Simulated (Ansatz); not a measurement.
The relaxed structure here is a generated cell of AlN: the first start was made by placing the elements on the sites of a structure type, and the end was not matched to a known phase here, so it may be hypothetical. Known forms of AlN include space group No. 186, 216.

A relaxed structure of AlN. Computed with PBE (plane waves to 420 eV, PAW, scalar-relativistic; Ansatz, a first-principles code).

```xyz
6
Lattice="1.5618 0.9017 7.5668 -1.5618 0.9017 7.5668 0.0000 -1.8034 7.5668" Properties=species:S:1:pos:R:3 pbc="T T T"
Al     0.0000     0.0000    22.2315
Al     0.0000     0.0000     4.5827
Al     0.0000     0.0000     9.6122
N      0.0000     0.0000    20.3234
N      0.0000     0.0000     2.6633
N      0.0000     0.0000     7.7047
```

Determine the symmetry and give the standard cell with its independent sites.

Space group R3m, hexagonal axes (No. 160); a = b = 3.124 Å, c = 22.700 Å, α = β = 90.00°, γ = 120.00°

| atom | site | symmetry | x | y | z |
|---|---|---|---|---|---|
| Al | 3a | 3m | 0.0000 | 0.0000 | 0.0206 |
| Al | 3a | 3m | 0.0000 | 0.0000 | 0.7981 |
| Al | 3a | 3m | 0.0000 | 0.0000 | 0.5766 |
| N | 3a | 3m | 0.0000 | 0.0000 | 0.1047 |
| N | 3a | 3m | 0.0000 | 0.0000 | 0.8827 |
| N | 3a | 3m | 0.0000 | 0.0000 | 0.6606 |

This is the AFLOW prototype AB_hR6_160_3a_3a (as in SiC).

Give the shortest distances between elements (the closest pairs, up to four, under 3.6 Å).

Al–N 1.90 Å; Al–Al 3.09 Å; N–N 3.09 Å.

The volume per atom is 10.66 Å³, the density is 3.19 g/cm³ and the band gap is 4.01 eV, direct at Γ (no spin-orbit coupling).

No spin polarisation in the result.

It was reached from a disturbed copy of a P6₃mc (No. 186) cell (AFLOW prototype AB_hP12_186_a2b_a2b (B6, as in SiC)), against which it lies -7 meV/atom.
